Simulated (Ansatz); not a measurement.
SnO:
```yaml
crystal:
  lattice:
    - [5.39800, 0.00000, 0.00000]
    - [-2.69900, 4.67481, 0.00000]
    - [0.00000, 0.00000, 5.95115]
  atoms:
    - { symbol: Sn, position: [0.36103, 0.00000, 0.66667] }
    - { symbol: Sn, position: [0.00000, 0.36103, 0.33333] }
    - { symbol: Sn, position: [0.63897, 0.63897, 0.00000] }
    - { symbol: O, position: [0.74005, 0.00000, 0.16667] }
    - { symbol: O, position: [0.00000, 0.74005, 0.83333] }
    - { symbol: O, position: [0.25995, 0.25995, 0.50000] }
```

Relaxed with PBE. Special points in fractions of this cell's reciprocal vectors: Γ (0.000, 0.000, 0.000); M (0.500, 0.000, 0.000); K (0.333, 0.333, 0.000); A (0.000, 0.000, 0.500); L (0.500, 0.000, 0.500); H (0.333, 0.333, 0.500).

Question: List the band energies nearest the valence-band maximum at these points for the program Ansatz at the PBE level (PAW).

Answer: In eV from the valence-band maximum; about four levels below and three above (degenerate sets whole), none deeper than 8.9 eV; points with the same levels are listed once.

| k | below | above |
|---|---|---|
| Γ | -2.34 -2.34 -1.69 -1.69 | 1.34 2.05 2.05 |
| M | -2.29 -2.20 -1.62 -1.31 | 1.56 1.65 2.24 |
| K | -2.24 -2.24 -1.59 -1.59 | 1.96 1.96 2.17 |
| A | -2.54 -2.24 -2.24 0.00 | 1.22 1.22 1.38 |
| L | -2.47 -2.29 -2.27 -1.20 | 1.05 2.00 2.16 |
| H | -2.60 -2.60 -2.09 -2.09 -1.46 | 0.73 1.74 1.74 |

Space group P3_221. A made-up cell: these elements were put on the sites of a structure type; neither database checked (COD, Materials Project) lists it. It is not the phase usual at ambient conditions (space group No. 129). The PBE relaxation kept the symmetry of its start; whether a distortion lowers the energy is not shown. A crystal of weakly bound chains computed without a dispersion correction: the cell and the soft elastic constants depend strongly on that. Spin–orbit coupling is left out wherever it is not named.

Potentials: the later of the program's two PAW sets.
